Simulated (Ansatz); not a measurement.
Ga$_{2}$O$_{3}$ in space group C2/m (No. 12; Pearson symbol mS20), PBEsol in the plane-wave PAW code Ansatz. The conduction-band minimum lies at Γ, with 1 equivalent valley. Second derivatives d²E/dk² of the lowest band at one valley (eV·Å²), along Cartesian directions:

```json
[
 {"direction": "[100]", "d²E/dk²": "33.34"},
 {"direction": "[010]", "d²E/dk²": "31.64"},
 {"direction": "[001]", "d²E/dk²": "34.47"},
 {"direction": "[110]", "d²E/dk²": "32.49"},
 {"direction": "[101]", "d²E/dk²": "33.47"},
 {"direction": "[011]", "d²E/dk²": "33.06"}
]
```

Find the principal effective masses, the density-of-states mass and the conductivity mass.

Off-diagonal terms follow from H_xy = H[110] − (H_xx + H_yy)/2, and m*/mₑ = 7.620 eV·Å² over each eigenvalue: 0.22, 0.23, 0.24. One valley's DOS mass (m₁m₂m₃)^(1/3) = 0.23, conductivity mass 3/(Σ 1/mᵢ) = 0.23 mₑ.

What effective density of states Nc follows at 300 K for parabolic valleys?

Nc = 2.509e19 × 1 × (0.23)^(3/2) ≈ 2.8e18 cm⁻³.

Symmetry was held in the PBEsol relaxation. Scalar-relativistic: spin–orbit coupling is off unless named, which matters more the heavier the elements.

Potentials: the earlier of the program's two PAW sets. The files were generated under PBE; for other functionals the program regenerates the frozen cores, and for LDA and PBEsol the local potential too.

Edges and masses are those of Kohn–Sham bands, whose gap is no quasiparticle gap.
